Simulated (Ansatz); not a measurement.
SiC in space group P6_222 (No. 180; Si on 3d, C on 3c), a = b = 3.073 Å, c = 7.039 Å, α = β = 90.00°, γ = 120.00°.

Relaxed with r²SCAN.

Task: Tabulate the valence density and the electron localisation function along the shortest Si–C contact (1.93 Å), r²SCAN (plane waves, PAW; program Ansatz).

Result: 

```
distance from Si (Å)  density (e/Å³)   ELF
--------------------  --------------  ----
0.19                            0.08  0.32
0.29                            0.13  0.23
0.39                            0.22  0.28
0.48                            0.34  0.46
0.58                            0.46  0.68
0.68                            0.58  0.83
0.77                            0.68  0.89
0.87                            0.76  0.92
0.97                            0.84  0.92
1.06                            0.94  0.92
1.16                            1.07  0.91
1.26                            1.24  0.89
1.35                            1.43  0.84
1.45                            1.61  0.73
1.55                            1.74  0.54
1.64                            1.78  0.28
1.74                            1.75  0.09
```

The density is the valence pseudo-density with augmentation charge, so density and ELF within about 1 Å of a nucleus are not all-electron values.

The start of the workflow was typed in or built on a structure type; neither database checked (COD, Materials Project) lists it. It is not the phase usual at ambient conditions (space group No. 186, 216). Symmetry was held in the r²SCAN relaxation; whether a distortion lowers the energy is not shown. Its formation energy is positive at this level, so the cell may be metastable or incomplete.

Potentials: the later of the program's two PAW sets.
